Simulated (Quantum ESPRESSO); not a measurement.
# Where does Ga sit best among Zn sites?

These are calculations, not measurements. They come from pw.x of Quantum ESPRESSO 7.5, a plane-wave density functional program, with PseudoDojo standard norm-conserving files (v0.5 for PBE, v0.4.1 for LDA and PBEsol). The cells are made up: elements, strain and atom displacements were drawn at random, and nothing was relaxed. There is no spin polarisation, spin-orbit coupling or dispersion term.

The cell has 8 sites of a zincblende or diamond lattice. Sites 1 to 4 hold X X X X; sites 5 to 8 hold O O O O. Cell vectors in Å: (4.558, -0.043, 0.016); (-0.043, 4.621, -0.061); (0.016, -0.061, 4.691). Settings: PBE, cutoff 1143 eV, 6 x 6 x 6 k mesh shifted by half a step, Fermi-Dirac smearing of 0.1 eV.

In each run one of the sites marked X holds Ga and the others hold Zn; cell and positions stay the same. E is the free energy of the cell.

| site of the guest | first shell | mean distance (Å) | E above the lowest (eV) | P (GPa) | force on the guest (eV/Å) |
| --- | --- | --- | --- | --- | --- |
| 1 | O4 | 2.023 | 0.107 | 3.56 | 0.472 |
| 2 | O4 | 2.015 | 0.089 | 3.51 | 0.416 |
| 3 | O4 | 1.986 | 0.000 | 3.35 | 0.527 |
| 4 | O4 | 1.987 | 0.008 | 3.35 | 0.578 |

A rerun of one of these cells at 1437 eV and k mesh 8 x 8 x 8 moved values by no more than 0.009 eV in the cell's energy, 0.03 GPa in stress and 0.008 eV/Å in force.

## Reading the table

Sites 3 and 4 are too close to be ranked against the rerun's bound. A straight line of energy against the mean distance has a slope of 2.9 ± 0.2 eV/Å, so the guest costs less on the tighter sites. The positions are random and not relaxed, so the differences hold for this frozen cell and are not site preferences of a real crystal.